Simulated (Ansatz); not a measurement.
Starting cell, GaSb (zinc blende):

```yaml
crystal:
  lattice:
    - [0.00000, 3.05574, 3.05574]
    - [3.05574, 0.00000, 3.05574]
    - [3.05574, 3.05574, 0.00000]
  atoms:
    - { symbol: Sb, position: [0.75000, 0.75000, 0.75000] }
    - { symbol: Ga, position: [0.00000, 0.00000, 0.00000] }
```

In this cell atom 1 (Sb, nearest neighbour Ga at 2.646 Å; its periodic images, 4.3 Å or more away, move with it) is moved by s along Cartesian x, unit vector (1.000, 0.000, 0.000); all other atoms and the cell stay fixed.

Calculation: PBEsol (plane waves to 420 eV, PAW, scalar-relativistic; Ansatz, a first-principles code). k mesh 11×11×11 (Γ-centred), Fermi-Dirac smearing 0.05 eV. E stands for the smeared free energy. With partly filled bands, energies and forces of such displacements shift with the k mesh and the smearing. At this level the bands of GaSb touch or barely overlap; measurements give the solid a gap. GaSb was relaxed with its symmetry unable to fall. Spin-orbit coupling is left out, though Sb is heavy. ΔE is measured from the undisplaced structure. The last digit holds for this mesh only.

```tsv
s (Å)	ΔE (meV/cell)
-0.260	257.5
-0.208	166.4
-0.156	94.5
-0.104	withheld
-0.052	10.6
0.000	0.0
0.052	10.6
0.104	withheld
0.156	94.5
0.208	166.4
0.260	257.5
```

**Question.** Fit an even polynomial form (powers 2, 4) to the given rows and predict ΔE at s = 0.104.

**Answer.** Least squares on the 9 given rows: ΔE = (3919)·s² + (-1629)·s⁴, in meV/cell with s in Å; root-mean-square residual 0.07 meV/cell. At 0.104 the fit gives 42.2 meV/cell; the calculation gives 42.3 meV/cell, so the interpolation is off by -0.1 (-0.2 %). The quadratic term alone would give 42.4 meV/cell.

(A displaced cell: forces are minus the slopes of the energy, force constants its curvatures, and phonons follow from these.)
